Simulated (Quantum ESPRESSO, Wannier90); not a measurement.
# Wannier functions of SrTe (rock salt)

```
CELL_PARAMETERS angstrom
      0.00000     3.35583     3.35583
      3.35583     0.00000     3.35583
      3.35583     3.35583     0.00000
ATOMIC_POSITIONS crystal
  Sr 0.00000 0.00000 0.00000
  Te 0.50000 0.50000 0.50000
```

Structure: Materials Project mp-1958, symmetrised, not relaxed again. COD (Crystallography Open Database) has an entry of this formula and space group (matched by these alone). Method: LDA plane waves in Quantum ESPRESSO 7.5 (PseudoDojo norm-conserving files, 66 Ry, no spin polarisation, no spin-orbit coupling), Bloch states on a 8×8×8 mesh through Γ, Wannier90 4.0.1. Density: 8×8×8 mesh, cold smearing 0.01 Ry. Spin-orbit coupling is left out although heavy elements are present.

The plane-wave run has 27 bands and 26 electrons a cell. On the energy scale of pw.x, whose zero is arbitrary, the valence-band maximum lies at 6.36 eV.

Isolated groups of bands, relative to the valence-band maximum (bands from 14 on overlap up to the last one computed):

```tsv
bands	from (eV)	to (eV)	filling	weight on atomic waves
1–5	-35.10	-35.08	filled	Te 4d 100 %
6	-34.61	-34.59	filled	Sr 4s 98 %
7–9	-16.73	-16.61	filled	Sr 4p 99 %
10	-10.01	-9.41	filled	Te 5s 90 %, Sr 5s 8 %
11–13	-2.80	0.00	filled	Te 5p 89 %, Sr 5s 6 %
```

Input w.win, without the blocks of cell, atoms and k-points (512 lines):

```
num_bands = 18
num_wann = 10
exclude_bands = 1-9
num_iter = 800
conv_tol = 1.0e-6
conv_window = 4
dis_num_iter = 1000
dis_conv_tol = 1.0e-6
dis_froz_max = 14.15
write_hr = true
write_u_matrices = true
begin projections
f=-0.00472,0.01276,-0.00552: s;d
f=0.50941,0.49584,0.49022: s;p
end projections
mp_grid = 8 8 8
```

wannier90.x stops with:
```
dis_windows: More states in the frozen window than target WFs
```
At some k-point more bands lie below dis_froz_max than there are Wannier functions, and every frozen state has to fit into the subspace. Mended as below, all else unchanged, the run goes through (Ω_I = 21.8 Å²) and follows the plane-wave bands to 3.2 meV rms (states up to 2.7 eV relative to the valence-band maximum).
```
dis_froz_max = 9.53
```
